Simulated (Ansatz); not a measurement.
Values for one crystal, relaxed and computed with DFT-PBEsol in the program Ansatz with PAW potentials; other levels are named.

| Quantity | Value |
|---|---|
| Volume per atom | 20.67 Å³ |
| Electronic character | metallic (no gap) |
| Hill bulk and shear moduli | 73.9 and 49.0 GPa |
| Highest zone-centre frequency | 306 cm⁻¹ |
| Formation energy from the elements (no fitted shifts) | -0.35 eV/atom |
| Young's modulus | 120 GPa |
| Pressure derivative B′ | 3.6 |

Q: Which compound is it?
(A) Co3W, P6_3/mmc (Co on 6h, W on 2c)
(B) AlNi3, Cu3Au type
(C) AlCu3, Cu3Au type
(D) Sc2Al, P6_3/mmc (Sc on 2a, Sc on 2d, Al on 2c)

A: D, Sc2Al, P6_3/mmc (Sc on 2a, Sc on 2d, Al on 2c)

The workflow started from a Materials Project entry (that database holds measured and hypothetical structures alike); the Crystallography Open Database copy checked does not list it. Its standing as an ambient phase is unchecked. Symmetry was held in the PBEsol relaxation; its stability against distortions is not shown here. The run is not spin-polarised. As this level gives no gap, shear constants depend on the k-mesh and smearing (Fermi–Dirac, 0.1 eV here). As this level gives no gap, phonon frequencies hold no LO–TO term and depend on the k-mesh and smearing (Fermi–Dirac, 0.1 eV here). The references are the lowest solids computed at this level, not always the standard phases.

Potentials: the later of the program's two PAW sets.
